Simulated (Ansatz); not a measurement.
**Sn: energy along a strain**

Sn, Im-3m, a = 3.789 Å (as given, not relaxed at this level: -1.9 GPa). This isn't the element's structure at ambient conditions. Ansatz: PBEsol, PAW, 420 eV, Γ-centred 18×18×18 mesh on 1 atom, Gaussian smearing 0.15 eV; no spin polarisation. Cell vectors (Å): -1.895 1.895 1.895; 1.895 -1.895 1.895; 1.895 1.895 -1.895. The cell is strained by x per cent times the pattern (0 0 0 0 0 1) in the order xx yy zz yz xz xy (engineering shears), with fractional coordinates held. y is the free energy over the start, V0 = 27.205 Å³/atom. Symmetry makes y even in x.

```
x (%) y (meV/atom)
-4.00             ?
-2.00          0.20
 0.00          0.00
 0.50          0.01
 1.00          0.04
 1.50          0.10
 2.50          0.35
 3.00          0.58
 3.50          0.89
```

Problem. Fit y = c2 x² + c4 x⁴ to the other rows, get the stiffness along the pattern, and predict the missing energy.

Solution. Least squares on the rows shown. y = 0.03909 x² + 0.002754 x⁴. The clamped-ion stiffness p·C·p = 2 × 0.3909 eV × 160.2 / 27.205 Å³ = 4.6 GPa, which is C66 in these axes (C44 of the cubic crystal) (second derivative at the start, which stands under stress). With a term in x⁶ added, the coefficient of x² becomes 0.03673, 6 % less, which shows how far this figure hangs on the form. At x = -4.00 the fit asked for gives 1.33 meV/atom. The run gave 1.30 meV/atom, so the fit is 0.03 meV/atom too high, a small miss on the scale of the series.